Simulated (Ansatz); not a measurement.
# MgTe4, before and after

The cell of MgTe4 is invented: random cell by space group and Wyckoff sites (R-3m, No. 166). The dimensions are guesses.

start.xyz

```xyz
5
Lattice="3.3022 1.9065 4.5580 -3.3022 1.9065 4.5580 0.0000 -3.8131 4.5580" Properties=species:S:1:pos:R:3 pbc="T T T"
Mg    0.0000    0.0000    0.0000
Te    0.0000   -1.9065    2.2790
Te    1.6511    0.9533    2.2790
Te   -1.6511    0.9533    2.2790
Te    0.0000    0.0000    6.8370
```

Computed with DFT PBE, scalar-relativistic, plane waves, PAW (Ansatz). Cutoff 420 eV, Gaussian smearing, Γ-centred meshes. Cell and atoms relax first on a coarse mesh and then on a finer one. In between, the cell is made exact in the group found at 0.06 Å. In metals the finer mesh still leaves noise of several meV/atom or more. The steps can't lower the symmetry of their start. No spin polarisation.

end.xyz

```xyz
5
Lattice="3.3080 1.9099 4.4297 -3.3080 1.9099 4.4297 0.0000 -3.8198 4.4297" Properties=species:S:1:pos:R:3 pbc="T T T"
Mg    0.0000    0.0000    0.0000
Te    0.0000   -1.9099    2.2149
Te    1.6540    0.9549    2.2149
Te   -1.6540    0.9549    2.2149
Te    0.0000    0.0000    6.6446
```

The symmetry stays R-3m (No. 166). The volume per atom shrinks by 2.5 %, from 34.4 to 33.6 Å³. The shortest distance goes from 2.97 Å (Mg–Te) to 2.92 Å (Mg–Te).

| Quantity | Value |
| --- | --- |
| Volume per atom | 33.58 Å³ |
| Density | 5.29 g/cm³ |
| Energy over the elements | −0.02 eV/atom |
| Gap on the 6×6×6 mesh of the 5-atom cell | 0 eV (a metal) |

Energies over the elements count from the elements' standard structures at the same level, with no fitted energy shifts. The formation energy is too near zero to say whether this cell lies below the elements.

The last run used Gaussian smearing of 0.10 eV. For metals, differences of a few meV/atom aren't resolved. These runs have no spin–orbit coupling, which can matter for Te. The reference form of Te is held partly by dispersion forces, which this level lacks. A structure relaxed within its symmetry needn't be a true minimum. In all, the 3 runs took 2.3 min on 1 thread of Intel(R) Xeon(R) Processor @ 2.50GHz (Skylake/Cascade Lake), on a shared host. Another cell of MgTe4 relaxed alike, in I4/m, lies 84 meV/atom lower, so this cell isn't the stable form at this level.
